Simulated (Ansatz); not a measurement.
# WSe₂: levels and charges under dearer methods

A database entry relaxed whole under r2SCAN at zero pressure (P6_3/mmc, No. 194):

```yaml
crystal:
  lattice:
    - [3.31494, 0.00000, 0.00000]
    - [-1.65747, 2.87082, 0.00000]
    - [0.00000, 0.00000, 13.71341]
  atoms:
    - { symbol: W, position: [0.33333, 0.66667, 0.25000] }
    - { symbol: W, position: [0.66667, 0.33333, 0.75000] }
    - { symbol: Se, position: [0.33333, 0.66667, 0.62886] }
    - { symbol: Se, position: [0.66667, 0.33333, 0.12886] }
    - { symbol: Se, position: [0.33333, 0.66667, 0.87114] }
    - { symbol: Se, position: [0.66667, 0.33333, 0.37114] }
```

Its volume is 21.75 Å³ an atom, +7.3 % against the entry's 20.26, which is old or was flagged in a check.

Single points on this cell with plane-wave PAW DFT (Ansatz 0.2.0; r2SCAN 500 eV, hybrids 420 eV; fermi-dirac occupations of width 0.020 eV; no moments): r2SCAN on a 12×12×2 Γ-centred mesh; r2SCAN with spin-orbit coupling on a 12×12×2 Γ-centred mesh; HSE06 on a 6×6×2 Γ-centred mesh; PBE0 on a 6×6×2 Γ-centred mesh.

Q: How do gap, pressure and charges move from level to level?

A: The runs give:

```tsv
level	gap (eV), or kind	pressure (GPa)	Bader charge of W (e)	Bader charge of Se (e)
r2SCAN	1.33	0.0	+1.18	-0.59
r2SCAN with spin-orbit coupling	1.26	0.0	+1.18	-0.59
HSE06	1.73	-2.0	+1.18	-0.59
PBE0	2.39	-2.0	+1.19	-0.59
```

Under r2SCAN the gap is 1.33 eV, over mesh and band path. HSE06 moves it by +0.40 eV and PBE0 by +1.06 eV; PBE0 keeps its exact exchange at long range, which widens the gap over HSE06's by 0.66 eV on their common mesh. Spin-orbit coupling moves the r2SCAN gap by -0.07 eV.

Caveats: the relaxation kept the start's symmetry; HSE06 is read on its mesh and at the zone's corners, PBE0 on its mesh alone; hybrid pressures are good to a few tenths of a GPa; no dispersion correction, so weakly bound layers or chains stand too far apart and gaps read wide; pressure is positive in compression.
